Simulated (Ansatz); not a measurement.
Rb$_{2}$TlAgF$_{6}$:
```cif
data_AgF6Rb2Tl
_chemical_formula_sum 'Rb2 Tl1 Ag1 F6'
_space_group_name_H-M_alt 'P 1'
_space_group_IT_number 1
_cell_length_a 6.39024
_cell_length_b 6.39024
_cell_length_c 6.39024
_cell_angle_alpha 60.000
_cell_angle_beta 60.000
_cell_angle_gamma 60.000
loop_
_space_group_symop_operation_xyz
  'x, y, z'
loop_
_atom_site_label
_atom_site_type_symbol
_atom_site_fract_x
_atom_site_fract_y
_atom_site_fract_z
_atom_site_occupancy
Rb1 Rb 0.75000 0.75000 0.75000 1
Rb2 Rb 0.25000 0.25000 0.25000 1
Tl1 Tl 0.00000 0.00000 0.00000 1
Ag1 Ag 0.50000 0.50000 0.50000 1
F1 F 0.75960 0.24040 0.24040 1
F2 F 0.24040 0.75960 0.75960 1
F3 F 0.24040 0.75960 0.24040 1
F4 F 0.75960 0.24040 0.75960 1
F5 F 0.24040 0.24040 0.75960 1
F6 F 0.75960 0.75960 0.24040 1
```

Relaxed with r²SCAN. Plane-wave PAW r²SCAN (Ansatz code) gives a gap of 0.89 eV.

### Question
What gap does HSE06 give on the same cell (Ansatz, PAW)?

### Answer
2.06 eV, 1.17 eV more. The hybrid was solved on a coarser mesh and at special points; its gap is the smallest among all of these.

```csv
k,v1 r²SCAN,c1 r²SCAN,v1 HSE06,c1 HSE06
Γ,0.00,0.89,0.00,2.06
X,0.00,2.81,?,?
L,-0.38,2.17,?,?
W,-0.26,2.77,?,?
K,-0.18,2.73,?,?
```

### Question
Top valence (v1) and lowest conduction level (c1) in eV from each method's valence maximum (which need not be a listed point): supply the withheld HSE06 values.

### Answer

- W, v1 HSE06: -0.29
- W, c1 HSE06: 3.97
- K, v1 HSE06: -0.20
- K, c1 HSE06: 3.92
- L, v1 HSE06: -0.43
- L, c1 HSE06: 3.38
- X, v1 HSE06: 0.00
- X, c1 HSE06: 4.00

Cost on shared cores: the r²SCAN run (SCF on a 6×6×6 mesh, then bands and DOS) roughly 4 core-minutes, the HSE06 run (SCF on 3×3×3, then a few points) very roughly 6 core-minutes; the tasks are unlike.

Space group Fm-3m. The first step of the workflow began from a Materials Project structure, measured or hypothetical; the Crystallography Open Database copy checked does not list it. Its standing as an ambient phase is unchecked. The cell was relaxed with r²SCAN under the symmetry of its start; whether a distortion lowers the energy is not shown. The run is not spin-polarised. Spin–orbit coupling is left out wherever it is not named.

Potentials: the later of the program's two PAW sets.
